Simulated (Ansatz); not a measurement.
# Phases of Cr at 720 GPa

Structure types of Cr are relaxed in primitive cells with their symmetry kept at 720 GPa, first on PAW files, then by LAPW. The enthalpy is E + pV at zero temperature, without zero-point motion. Only the types listed were tried, and differences under about 5 meV/atom are mesh noise. Not among the end structures: fcc, which may lie lower.

Level of theory: DFT with LDA, scalar-relativistic, in Ansatz 0.2.0; Fermi–Dirac smearing of 0.08 eV, spin-polarised from start moments Cr 2 μB. LAPW: all electrons, basis error target 0.5 meV/atom; PAW: frozen-core files, cutoff 420 eV.

k meshes: bcc 24×24×24, hcp 22×22×12, omega 11×11×16, sc 21×21×21, diamond 17×17×17.

Antiferromagnetic order, which Cr and Mn prefer near zero pressure, wasn't tried. The start moments died away, and the runs ended non-magnetic. The PAW files were made under PBE.

Q: Which type is lowest in enthalpy, and by how much?

A: bcc, 374 meV/atom below hcp. The whole table:

```csv
start type,ends as,"a, b, c (Å)",V (Å³/atom),"H − H(lowest), LAPW (meV/atom)","same, PAW",moment (μB/atom)
bcc,"bcc, Im-3m","2.236, 2.236, 2.236",5.59,0.0,0.0,0.00
hcp,"hcp, P6_3/mmc","1.998, 1.998, 3.181",5.50,373.9,365.9,0.00
omega,"omega, P6/mmm","3.218, 3.218, 1.856",5.55,409.4,400.2,0.00
sc,"sc, Pm-3m","1.788, 1.788, 1.788",5.71,2120.5,2092.8,0.00
diamond,"diamond, Fd-3m","3.688, 3.688, 3.688",6.27,7147.6,6888.9,0.00
```

Q: Split the lead of bcc over hcp into energy and pV.

A: For hcp less bcc: ΔE = +799.1 meV/atom, and p·ΔV = 720 GPa × -0.0946 Å³ × 6.242 meV/(GPa·Å³) = -425.2 meV/atom, together 373.9 meV/atom. bcc wins by its internal energy, though it is the less dense.

Q: Would hcp gain on bcc at higher pressure?

A: Yes: dH/dp = V, and its volume is smaller by 0.09 Å³/atom. Held constant, that would close the gap after about 630 GPa more, a rough figure, since the volume difference changes with pressure.
